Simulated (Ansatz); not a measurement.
LuAlN2:
```
LuAlN2
1.0
    5.90863     0.00000     0.00000
    0.00000     6.94081     0.00000
    0.00000     0.00000     5.22480
Lu Al N
4 4 8
Direct
  0.59933   0.87724   0.98017
  0.40067   0.12276   0.48017
  0.90067   0.37724   0.48017
  0.09933   0.62276   0.98017
  0.07280   0.12634   0.99604
  0.92720   0.87366   0.49604
  0.42720   0.62634   0.49604
  0.57280   0.37366   0.99604
  0.60572   0.85322   0.41178
  0.39428   0.14678   0.91178
  0.89428   0.35322   0.91178
  0.10572   0.64678   0.41178
  0.54952   0.39650   0.35803
  0.45048   0.60350   0.85803
  0.95048   0.89650   0.85803
  0.04952   0.10350   0.35803
```

Relaxed with PBE. Special points in fractions of this cell's reciprocal vectors: Γ (0.000, 0.000, 0.000); X (0.500, 0.000, 0.000); S (0.500, 0.500, 0.000); Y (0.000, 0.500, 0.000); Z (0.000, 0.000, 0.500); U (0.500, 0.000, 0.500); R (0.500, 0.500, 0.500); T (0.000, 0.500, 0.500).

Problem. List the band energies nearest the valence-band maximum at these points for DFT-PBE in the program Ansatz with PAW potentials.

Solution. In eV from the valence-band maximum; about four levels below and three above (degenerate sets whole), none deeper than 8.9 eV; points with the same levels are listed once.

```csv
k,below,above
Γ,-0.53 -0.40 -0.29 0.00,2.91 3.16 3.33
X,-0.37 -0.37 -0.17 -0.17,3.44 3.44 3.90 3.90
S,-0.46 -0.46 -0.18 -0.18,3.54 3.54 4.29 4.29
Y,-0.40 -0.40 -0.33 -0.33,3.43 3.43 4.06 4.06
Z,-0.63 -0.63 -0.36 -0.36,3.66 3.66 4.58 4.58
U,-0.47 -0.47 -0.47 -0.47,4.15 4.15 4.15 4.15
R,-0.41 -0.41 -0.36 -0.36,4.47 4.47 4.70 4.70
T,-0.62 -0.62 -0.33 -0.33,4.02 4.02 4.21 4.21
```

Space group Pna2_1. The start of the workflow was typed in or built on a structure type; neither database checked (COD, Materials Project) lists it. Its standing as an ambient phase is unchecked. Symmetry was held in the PBE relaxation; whether a distortion lowers the energy is not shown. Scalar-relativistic: spin–orbit coupling is off unless named, which matters more the heavier the elements.

Potentials: the earlier of the program's two PAW sets.
